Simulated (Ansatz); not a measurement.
Geometry optimisation in Ansatz: input, command and trajectory.

```yaml
crystal:
  lattice:
    - [6.390830724, 0.0, 0.0]
    - [0.0, 6.390830724, 0.0]
    - [0.0, 0.0, 6.390830724]
  atoms:
    - { symbol: Si, position: [0.5, 0.5, 0.5] }
    - { symbol: Si, position: [0.0, 0.0, 0.0] }
    - { symbol: C, position: [0.75, 0.25, 0.25] }
    - { symbol: C, position: [0.25, 0.25, 0.75] }
    - { symbol: C, position: [0.75, 0.75, 0.75] }
    - { symbol: C, position: [0.25, 0.75, 0.25] }
    - { symbol: "N", position: [0.144431598, 0.855568402, 0.144431598] }
    - { symbol: "N", position: [0.644431598, 0.644431598, 0.644431598] }
    - { symbol: "N", position: [0.855568402, 0.855568402, 0.855568402] }
    - { symbol: "N", position: [0.355568402, 0.644431598, 0.355568402] }
    - { symbol: "N", position: [0.355568402, 0.355568402, 0.644431598] }
    - { symbol: "N", position: [0.644431598, 0.355568402, 0.355568402] }
    - { symbol: "N", position: [0.144431598, 0.144431598, 0.855568402] }
    - { symbol: "N", position: [0.855568402, 0.144431598, 0.144431598] }
basis:
  ecutwfc: 420
kpoints:
  mp_grid: { grid: [4, 4, 4] }
hamiltonian:
  xc: pbesol
scf:
  occupations: { method: gaussian, width: 0.02 }
output:
  forces: true
  stress: true
  eigenvalues: true
relax:
  adjacent_minimum: "off"
  f_tol: 0.01
  max_steps: 30
```

```bash
ansatz run input.yaml --threads 4 --pin off --max-ram 10240MiB --backend cpu --events-out ev --progress --plain --runs-dir out
```

The calculation used Ansatz, DFT PBEsol, scalar-relativistic, plane waves, PAW.

The volume is held at 0.88 times that of the relaxed cell.

Of 4 frames 3 are shown, positions in Å and forces in eV/Å; the SCF threshold varies from step to step.

```xyz
14
Lattice="6.3908 0.0000 0.0000 0.0000 6.3908 0.0000 0.0000 0.0000 6.3908" Properties=species:S:1:pos:R:3:forces:R:3 pbc="T T T" step=1 free_energy_over_end_meV_per_atom=0.71
Si    3.1954    3.1954    3.1954    0.0000    0.0000    0.0000
Si    0.0000    0.0000    0.0000    0.0000    0.0000    0.0000
C     4.7931    1.5977    1.5977    0.0000    0.0000    0.0000
C     1.5977    1.5977    4.7931    0.0000    0.0000    0.0000
C     4.7931    4.7931    4.7931    0.0000    0.0000    0.0000
C     1.5977    4.7931    1.5977    0.0000    0.0000    0.0000
N     0.9230    5.4678    0.9230   -0.3798    0.3798   -0.3798
N     4.1185    4.1185    4.1185   -0.3798   -0.3798   -0.3798
N     5.4678    5.4678    5.4678    0.3798    0.3798    0.3798
N     2.2724    4.1185    2.2724    0.3798   -0.3798    0.3798
N     2.2724    2.2724    4.1185    0.3798    0.3798   -0.3798
N     4.1185    2.2724    2.2724   -0.3798    0.3798    0.3798
N     0.9230    0.9230    5.4678   -0.3798   -0.3798    0.3798
N     5.4678    0.9230    0.9230    0.3798   -0.3798   -0.3798
14
Lattice="6.3908 0.0000 0.0000 0.0000 6.3908 0.0000 0.0000 0.0000 6.3908" Properties=species:S:1:pos:R:3:forces:R:3 pbc="T T T" step=2 free_energy_over_end_meV_per_atom=0.02
Si    3.1954    3.1954    3.1954    0.0000    0.0000    0.0000
Si    0.0000    0.0000    0.0000    0.0000    0.0000    0.0000
C     4.7931    1.5977    1.5977    0.0000    0.0000    0.0000
C     1.5977    1.5977    4.7931    0.0000    0.0000    0.0000
C     4.7931    4.7931    4.7931    0.0000    0.0000    0.0000
C     1.5977    4.7931    1.5977    0.0000    0.0000    0.0000
N     0.9212    5.4697    0.9212   -0.0550    0.0550   -0.0550
N     4.1166    4.1166    4.1166   -0.0550   -0.0550   -0.0550
N     5.4697    5.4697    5.4697    0.0550    0.0550    0.0550
N     2.2742    4.1166    2.2742    0.0550   -0.0550    0.0550
N     2.2742    2.2742    4.1166    0.0550    0.0550   -0.0550
N     4.1166    2.2742    2.2742   -0.0550    0.0550    0.0550
N     0.9212    0.9212    5.4697   -0.0550   -0.0550    0.0550
N     5.4697    0.9212    0.9212    0.0550   -0.0550   -0.0550
14
Lattice="6.3908 0.0000 0.0000 0.0000 6.3908 0.0000 0.0000 0.0000 6.3908" Properties=species:S:1:pos:R:3:forces:R:3 pbc="T T T" step=4 free_energy_over_end_meV_per_atom=0.00
Si    3.1954    3.1954    3.1954    0.0000    0.0000    0.0000
Si    0.0000    0.0000    0.0000    0.0000    0.0000    0.0000
C     4.7931    1.5977    1.5977    0.0000    0.0000    0.0000
C     1.5977    1.5977    4.7931    0.0000    0.0000    0.0000
C     4.7931    4.7931    4.7931    0.0000    0.0000    0.0000
C     1.5977    4.7931    1.5977    0.0000    0.0000    0.0000
N     0.9209    5.4700    0.9209   -0.0006    0.0006   -0.0006
N     4.1163    4.1163    4.1163   -0.0006   -0.0006   -0.0006
N     5.4700    5.4700    5.4700    0.0006    0.0006    0.0006
N     2.2746    4.1163    2.2746    0.0006   -0.0006    0.0006
N     2.2746    2.2746    4.1163    0.0006    0.0006   -0.0006
N     4.1163    2.2746    2.2746   -0.0006    0.0006    0.0006
N     0.9209    0.9209    5.4700   -0.0006   -0.0006    0.0006
N     5.4700    0.9209    0.9209    0.0006   -0.0006   -0.0006
```

It took 4.5 s on 4 threads of Intel(R) Xeon(R) 6975P-C (Granite Rapids) (shared host), peak memory 0.72 GiB.